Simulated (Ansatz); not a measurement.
Nb:
```
Nb
1.0
    2.85896     0.00000     0.00000
   -1.42948     2.47593     0.00000
    0.00000     0.00000     5.24443
Nb
2
Direct
  0.33333   0.66667   0.25000
  0.66667   0.33333   0.75000
```

Relaxed with r²SCAN. Special points in fractions of this cell's reciprocal vectors: Γ (0.000, 0.000, 0.000); M (0.500, 0.000, 0.000); K (0.333, 0.333, 0.000); A (0.000, 0.000, 0.500); L (0.500, 0.000, 0.500); H (0.333, 0.333, 0.500).

**Question.** List the band energies nearest the Fermi level at these points for DFT-r²SCAN in the program Ansatz with PAW potentials.

**Answer.** In eV from the Fermi level; about four levels below and three above (degenerate sets whole), none deeper than 8.9 eV; points with the same levels are listed once.

```csv
k,below,above
Γ,-6.58 -4.14 -1.08,0.25 0.38 0.38
M,-3.86 -3.50 -3.42 -0.54,0.20 0.37 0.92
K,-1.58 -1.58 -1.39 -0.64 -0.64,0.94 3.28 3.43 3.43
A,-4.93 -4.93 -1.40 -1.40,0.45 0.45 0.45 0.45
L,-4.01 -4.01 -2.53 -2.53,2.10 2.10 2.45 2.45
H,-1.85 -1.85 -0.48 -0.48,1.24 1.24 4.47 4.47
```

Space group P6_3/mmc (hcp (Mg type)). The start of the workflow was typed in or built on a structure type; the Crystallography Open Database copy checked does not list it. It is not the phase usual at ambient conditions (space group No. 229). The cell was relaxed with r²SCAN under the symmetry of its start; its stability against distortions is not shown here. No spin polarisation was allowed. Scalar-relativistic: spin–orbit coupling is off unless named, which matters more the heavier the elements.

Potentials: the earlier of the program's two PAW sets.
